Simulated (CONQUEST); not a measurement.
Input and output of a self-consistent single point for Ti (Cmcm, 4 atoms in the cell; from Materials Project mp-46, changed as shown) (CONQUEST).

Computed with LDA (PW92), numerical atomic orbitals double-zeta with polarisation (the shipped basis), PseudoDojo norm-conserving potentials made for LDA (CONQUEST).

The change in words: lattice vector b scaled by 0.98. Reference geometry (P6_3/mmc):
```
CELL_PARAMETERS angstrom
      2.93573     0.00000     0.00000
      0.00000     5.08483     0.00000
      0.00000     0.00000     4.64086
ATOMIC_POSITIONS crystal
  Ti 0.00000 0.33333 0.25000
  Ti 0.50000 0.16667 0.75000
  Ti 0.50000 0.83333 0.25000
  Ti 0.00000 0.66667 0.75000
```

Reference input (self-consistent single point, DFT, LDA (PW92), numerical atomic orbitals double-zeta with polarisation (the shipped basis), PseudoDojo norm-conserving potentials made for LDA): basis = DZP; Diag.MPMeshX, Y, Z = 5 3 3; potentials = PseudoDojo norm-conserving LDA; Grid.GridCutoff = 175 Ha; DM.SolutionMethod = diagon; Diag.kT = 0.001837 Ha; Diag.GammaCentred = true; minE.SCTolerance = 1.0e-06; SC.MaxIters = 100; SC.LinearMixingFactor = 0.5; SC.KerkerPreCondition = true; SC.KerkerFactor = 0.5 1/bohr. This run's input differs from it in these lines:

```diff
@@ -32,3 +32,3 @@
      5.547725676      0.000000000      0.000000000
-     0.000000000      9.608943649      0.000000000
+     0.000000000      9.416764171      0.000000000
      0.000000000      0.000000000      8.769954383
```

Output, abridged:

```
    PulayMixSC: Starting Pulay mixing, A_up =  0.500 A_dn =  0.500
    PulayMixSC: Spin non-polarised calculation.
    PulayMixSC: with Kerker preconditioning, q0 =  0.500
          Harris-Foulkes Energy            :      -237.377960365240284 Ha
          Free Energy (E-TS)               :      -237.378907105352596 Ha
    PulayMixSC: Pulay iteration     1 residual:              0.25408E-02
          Harris-Foulkes Energy            :      -237.368752317664047 Ha
          Free Energy (E-TS)               :      -237.369782166457725 Ha
    PulayMixSC: Pulay iteration     2 residual:              0.19656E-02
   [... lines left out ...]
          Free Energy (E-TS)               :      -237.354086266815585 Ha
    PulayMixSC: Pulay iteration    11 residual:              0.39148E-05
          Harris-Foulkes Energy            :      -237.352636922307937 Ha
          Free Energy (E-TS)               :      -237.354086688433512 Ha
    PulayMixSC: Pulay iteration    12 residual:              0.12043E-05
          Harris-Foulkes Energy            :      -237.352637272672325 Ha
          Free Energy (E-TS)               :      -237.354087056303797 Ha
    PulayMixSC: Pulay iteration    13 residual:              0.88356E-06
    PulayMixSC: Reached SCF tolerance of  0.88356E-06 after     13 iterations
      | Number of electrons      =        48.000085
      | GS Energy as E-(1/2)TS   =      -237.353362164488061 Ha
      | Free Energy as E-TS      =      -237.354087056303797 Ha
      |* Harris-Foulkes energy   =      -237.352637272672325 Ha
      |* DFT total energy        =      -237.352637272390893 Ha

    force: Forces on atoms (Ha/a0)
    force:  Atom   X              Y              Z
    force:     1  -0.0003337505  -0.0026441148  -0.0000000000
    force:     2  -0.0003337505   0.0026441148  -0.0000000000
    force:     3  -0.0003337505  -0.0026441148  -0.0000000000
    force:     4  -0.0003337505   0.0026441148  -0.0000000000

    force: Maximum force :        0.00264411(Ha/a0) on atom         2 in y direction
    force: Force Residual:        0.00266510 Ha/a0
    force: Total stress:          3.54610671    -0.00000000     0.00000000 GPa
                            -0.00000000     3.84439757     0.00000000
                            -0.00000000     0.00000000     5.06598700
    force: Average pressure:     -4.15216376 GPa

    get_E_and_F: Change in energy during last step of electronic optimisation: -0.35036E-06
```

The run converged in 13 iterations. CONQUEST prints the stress tensor with tension positive. Against the reference run the free energy drops by 12.3 meV/atom and the pressure goes from -6.34 to -4.15 GPa.

The program uses no crystal symmetry, so grid and mesh can part values that symmetry would make equal. The atom-centred basis is finite, which shifts total energies, pressures and forces against plane waves. The structure comes from a collection of computed structures, made at another level of theory; the collection holds predicted forms beside known ones. No clean gap shows at this smearing width and mesh (spacing up to 0.45 Å⁻¹); the mesh is coarse for partly filled bands, so the values carry mesh errors.

Cost on one core: around 3 core-minutes (rough).
